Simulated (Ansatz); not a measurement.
The cell below belongs to a search over invented structures; it isn't taken from experiment.

Input and command of a plane-wave DFT calculation in Ansatz:

```yaml
crystal:
  lattice:
    - [5.4796367839, 0.0, 0.0]
    - [-2.739818392, 4.7455046584, 0.0]
    - [0.0, 0.0, 7.7571171723]
  atoms:
    - { symbol: Ta, position: [0.0, 0.0, 0.5] }
    - { symbol: Ta, position: [0.0, 0.0, 0.0] }
    - { symbol: Ge, position: [0.3396994948, 0.0, 0.25] }
    - { symbol: Ge, position: [0.6603005052, 0.0, 0.75] }
    - { symbol: Ge, position: [0.0, 0.3396994948, 0.25] }
    - { symbol: Ge, position: [0.0, 0.6603005052, 0.75] }
    - { symbol: Ge, position: [0.6603005052, 0.6603005052, 0.25] }
    - { symbol: Ge, position: [0.3396994948, 0.3396994948, 0.75] }
    - { symbol: W, position: [0.6666666667, 0.3333333333, 0.5] }
    - { symbol: W, position: [0.3333333333, 0.6666666667, 0.0] }
    - { symbol: W, position: [0.3333333333, 0.6666666667, 0.5] }
    - { symbol: W, position: [0.6666666667, 0.3333333333, 0.0] }
basis:
  ecutwfc: 420
kpoints:
  mp_grid: { grid: [6, 6, 4] }
hamiltonian:
  xc: pbe
scf:
  occupations: { method: gaussian, width: 0.1 }
output:
  forces: true
  stress: true
  eigenvalues: true
relax:
  adjacent_minimum: "off"
  f_tol: 0.01
  max_steps: 30
  cell: { stress_tol: 0.1, fix: [volume] }
```

```bash
ansatz run input.yaml --threads 1 --pin off --max-ram 2560MiB --backend cpu --events-out ev --progress --plain --runs-dir out
```

Processor: Intel(R) Xeon(R) 6975P-C (Granite Rapids), 1 thread, on a host shared with other jobs.

Question: Estimate time, memory and problem size.

Answer: About 85 s, peak memory 0.75 GiB. It solves 100 bands at 21 k points (after reduction by symmetry) with about 3949 plane waves, in 40 SCF iterations over 6 ionic steps.
